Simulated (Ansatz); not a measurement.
Relaxed candidate structures of PbSe:

**A**
```xyz
4
Lattice="5.0465 0.0000 0.0000 0.0000 5.0465 0.0000 0.0000 0.0000 6.9379" Properties=species:S:1:pos:R:3 pbc="T T T"
Pb     0.0000     0.0000     5.0284
Pb     0.0000     0.0000     1.9096
Se     0.0000     2.5233     3.4690
Se     2.5233     0.0000     3.4690
```

**B**
```
PbSe
1.0
    7.70214     0.00000     0.00000
    0.00000     4.22183     0.00000
    0.00000     0.00000     7.39486
Pb Se
4 4
Cartesian
  5.94080   3.16637   4.30459
  5.61241   1.05546   0.60716
  1.76134   1.05546   3.09027
  2.08973   3.16637   6.78770
  3.82266   1.05546   5.59397
  3.87948   3.16637   1.80089
  7.67373   1.05546   5.49832
  0.02841   3.16637   1.89654
```

**C**
```cif
data_Pb4Se4
_chemical_formula_sum 'Pb4 Se4'
_space_group_name_H-M_alt 'P 1'
_space_group_IT_number 1
_cell_length_a 7.00429
_cell_length_b 7.00429
_cell_length_c 7.00429
_cell_angle_alpha 109.471
_cell_angle_beta 109.471
_cell_angle_gamma 109.471
loop_
_space_group_symop_operation_xyz
  'x, y, z'
loop_
_atom_site_label
_atom_site_type_symbol
_atom_site_fract_x
_atom_site_fract_y
_atom_site_fract_z
_atom_site_occupancy
Pb1 Pb 0.75000 0.75000 0.75000 1
Pb2 Pb 0.50000 0.00000 0.75000 1
Pb3 Pb 0.00000 0.75000 0.50000 1
Pb4 Pb 0.75000 0.50000 0.00000 1
Se1 Se 0.25000 0.25000 0.25000 1
Se2 Se 0.50000 0.00000 0.25000 1
Se3 Se 0.00000 0.25000 0.50000 1
Se4 Se 0.25000 0.50000 0.00000 1
```

**D**
```xyz
4
Lattice="3.8753 -5.2734 0.0000 3.8753 5.2734 0.0000 0.0000 0.0000 3.9888" Properties=species:S:1:pos:R:3 pbc="T T T"
Pb     3.8753     3.5074     1.9944
Pb     3.8753    -3.5074     1.9944
Se     1.9377     2.6367     0.0000
Se     1.9377    -2.6367     0.0000
```

Task: Rank these by energy per atom (lowest first), as r2SCAN (plane waves to 500 eV, PAW, scalar-relativistic; Ansatz, a program for electronic structure) gives it.

Result: B (reference), D (+0.27 eV/atom), A (+0.54 eV/atom), C (+0.89 eV/atom)

Task: Give each candidate's band gap.

Result: No gap: A, C, D. B: 0.41 eV (no spin-orbit coupling).

The lowest structure calculated, Fm-3m, cF8, rock salt type, is not among these; it lies 0.10 eV/atom below the lowest of them. Probably no minimum, since a slightly shaken restart fell lower: P4/mmm, tP4 (by 0.58 eV/atom, to Cm). Each run could gain symmetry but not lose that of its start, so entries can be saddle points. All of these are generated cells (placed on structure types, drawn at random, substituted or restacked) that were not matched to a known phase here. Energies are at zero temperature and pressure, without zero-point motion. Each cell has its own k-point mesh; energy differences are given only to the digits this allows. No spin polarisation in the result. Spin-orbit coupling is missing; with elements this heavy it can move band edges by tenths of an eV or more.
